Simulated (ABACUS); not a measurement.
Set-up for a self-consistent single point of Ag (R3m, 3 atoms in the cell; from Materials Project mp-989737, changed as shown).

```
Ag
1.0
    1.47304     0.85046     7.20465
   -1.47304     0.85046     7.20465
    0.00000    -1.70093     7.20465
Ag
3
Direct
  0.00000   0.00000   0.00000
  0.77772   0.77772   0.77772
  0.22413   0.22413   0.22413
```

All values come from this method and carry its errors: PBEsol, PseudoDojo 0.4 standard norm-conserving PBEsol (tails mended) pseudopotentials (plane waves; ABACUS).

ABACUS settings:

| setting | value |
|---|---|
| KPT | Gamma 6 6 6 0 0 0 |
| basis_type | pw |
| ecutwfc | 82 Ry |
| smearing_method | mp |
| smearing_sigma | 0.0146997 Ry |
| potentials | PseudoDojo 0.4 standard norm-conserving PBEsol (tails mended) |
| symmetry | 1 |
| symmetry_prec | 1e-05 |
| ks_solver | dav_subspace |
| scf_nmax | 100 |
| scf_thr | 1.0e-09 Ry |
| mixing_type | pulay |
| mixing_beta | 0.4 |

Results:

```
Item                                                      Result
------------------------------------------------  --------------
Number of valence electrons                                   57
Number of bands                                               39
Number of k-points after the program's reduction              32
Number of plane waves (most at a k-point)                   4600
Number of SCF iterations                                       9
FFT grid                                            81 × 81 × 81
Free energy E − TS                                -12644.7577 eV
Fermi level (on the code's own zero)                    15.91 eV
Pressure                                               -6.81 GPa
Largest force (vector length)                         0.156 eV/Å
```

Forces (eV/Å):
```
atom     Fx     Fy      Fz
----  -----  -----  ------
Ag1   0.000  0.000   0.083
Ag2   0.000  0.000   0.072
Ag3   0.000  0.000  -0.156
```

Stress (GPa, positive for compression):
```
-6.46   0.00   0.00
 0.00  -6.46   0.00
 0.00   0.00  -7.51
```

For comparison: a first run was changed to give this one (atom 3 moved by +0.04 angstrom along z), and from it to this one the free energy rises by 1.1 meV/atom, the pressure moves little (-6.89 to -6.81 GPa) and the largest force goes from 0.006 to 0.156 eV/Å.

The structure comes from a collection of computed structures, made at another level of theory; the collection holds predicted forms beside known ones. No clean gap shows at this smearing width and mesh (spacing up to 0.41 Å⁻¹); the mesh is coarse for partly filled bands, so the values carry mesh errors.

Cost on one core: roughly 16 core-minutes.

“Tails mended”: in these copies of the files the far tail of each local potential was reset to the Coulomb form.
